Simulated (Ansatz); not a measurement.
# Si$_{2}$BiTe$_{2}$ (P-3m1)

The calculation used DFT PBE, scalar-relativistic, plane waves, PAW in Ansatz 0.2.0.

Cutoff 420 eV; k points 12×12×4 on the computed 5-atom cell (Γ-centred); Gaussian smearing, width 0.10 eV; no spin polarisation.

The structure is relaxed at this level of theory with its symmetry kept, and needn't be the ground state of this composition.

```yaml
crystal:
  lattice:
    - [4.07633, 0.00000, 0.00000]
    - [-2.03816, 3.53020, 0.00000]
    - [0.00000, 0.00000, 10.15336]
  atoms:
    - { symbol: Si, position: [0.66667, 0.33333, 0.53257] }
    - { symbol: Si, position: [0.33333, 0.66667, 0.46743] }
    - { symbol: Bi, position: [0.00000, 0.00000, 0.00000] }
    - { symbol: Te, position: [0.66667, 0.33333, 0.79129] }
    - { symbol: Te, position: [0.33333, 0.66667, 0.20871] }
```

- Space group: P-3m1 (No. 164)
- Volume per atom: 197.2 bohr³
- Formation energy from the elements' standard states (uncorrected): +0.110 eV/atom
- Kohn–Sham band gap: none (metal)
- Density of states at the Fermi level: 2.1 states/eV per cell
- Orbital (Löwdin) character within 0.5 eV of the Fermi level: Te 5p 37 %, Bi 6p 25 %, Si 3p 23 %
- Bader charge by site (e): Si (2 in the cell) 0.13, Bi (1 in the cell) 0.56, Te (2 in the cell) -0.41

Spin-orbit coupling is left out, which matters for the bands of heavy elements.

The cell was found from a structure generator's guess, not taken from experiment. Löwdin shares on free-atom orbitals overweight diffuse shells.
